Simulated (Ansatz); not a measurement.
GaS:
Space group R-3m, hexagonal axes (No. 166); a = b = 3.5465 Å, c = 22.7315 Å, α = β = 90.00°, γ = 120.00°

```csv
atom,site,symmetry,x,y,z
Ga,6c,3m,0.0000,0.0000,0.0529
S,6c,3m,0.0000,0.0000,0.2332
```
(The calculation used a cell of 4 atoms; values per cell refer to that cell.)

This is the LDA-relaxed structure.

All from LDA in the plane-wave PAW code Ansatz, unless another level is named. Predict the Bader charges.

Ga +0.77, S -0.77 e.

Predict the electronic dielectric constant ε∞ (DFPT).

7.20 (xx = yy), 6.01 (zz).

Predict the Born charges (a third of the trace).

Ga +1.83, S -1.83 e.

The first step of the workflow began from a Materials Project structure, measured or hypothetical; the Crystallography Open Database copy checked does not list it. COD files the formula under space group No. 194. Its standing as an ambient phase is unchecked. Symmetry was held in the LDA relaxation; whether a distortion lowers the energy is not shown. A crystal of weakly bound layers computed without a dispersion correction: the cell and the soft elastic constants depend strongly on that. Spin–orbit coupling is left out wherever it is not named.

Potentials: the later of the program's two PAW sets.
